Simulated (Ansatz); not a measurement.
Clean, relaxed (100) surface of Rh, space group Fm-3m (No. 225) (top face towards +c; atoms held fixed, by place in the list: 1, 2):

```
CELL_PARAMETERS angstrom
2.67286 0.00000 0.00000
0.00000 2.67286 0.00000
0.00000 0.00000 22.66999
ATOMIC_POSITIONS crystal
Rh 0.50000 0.50000 0.37495
Rh 0.00000 0.00000 0.45832
Rh 0.50000 0.50000 0.54191
Rh 0.00000 0.00000 0.62202
```

The calculation used Ansatz 0.2.0, DFT PBEsol, scalar-relativistic, plane waves, PAW. Cutoff 420 eV; k points 11×11×1 on the computed 4-atom cell (Γ-centred); Gaussian smearing, width 0.10 eV; no spin polarisation. The cell repeats along c with a dipole correction in the vacuum.

E_ads counts from the clean slab and the free adsorbate (spin-polarised where it has unpaired electrons); negative means bound. With the adsorbate the cell is lengthened along c to keep the vacuum.

(1) B (atom) is put at the hollow (over Rh) at (0.50, 0.50) site, one adsorbate per 7.1 Å². What structure does it relax to?

Each end is the local minimum or symmetric point that its start leads to. The slab is only 5.7 Å thick, so the energies aren't converged with thickness.

For at least one of the starts the bottom face's work function also shifts by over 0.1 eV: the slab is too thin to screen the adsorbate, so the work functions aren't converged with thickness.

The adsorbed runs have no spin polarisation, so weakly bound open-shell ends lie too high.

## Answers

(1) E_ads = -7.25 eV. Contacts: B–Rh 2.03 Å.

```yaml
crystal:
  lattice:
    - [2.67286, 0.00000, 0.00000]
    - [0.00000, 2.67286, 0.00000]
    - [0.00000, 0.00000, 24.66999]
  atoms:
    - { symbol: Rh, position: [0.50000, 0.50000, 0.34455] }
    - { symbol: Rh, position: [0.00000, 0.00000, 0.42116] }
    - { symbol: Rh, position: [0.50000, 0.50000, 0.49552] }
    - { symbol: Rh, position: [0.00000, 0.00000, 0.58164] }
    - { symbol: B, position: [0.50000, 0.50000, 0.61176] }
```